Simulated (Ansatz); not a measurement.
ZnAu, in the lowest among the structures calculated here: Pm-3m (No. 221), cP2, CsCl type; a = b = c = 3.187 Å, α = β = γ = 90.00°; Zn 1b (0.500, 0.500, 0.500); Au 1a (0.000, 0.000, 0.000). Computed with PBE (plane waves to 420 eV, PAW, scalar-relativistic; Ansatz, an electronic-structure program). Element references, the lowest calculated here: Zn (P6₃/mmc), Au (Fm-3m).

Problem. Estimate the formation energy of this Pm-3m form of ZnAu from the elements that PBE returns for this input.

Solution. -0.21 eV/atom.

Static energies, no anion corrections, no zero-point energy. Values are rounded to 0.01 eV/atom. Spin-orbit coupling is missing from these energies, which matters for elements this heavy. The compounds carry no spin polarisation.
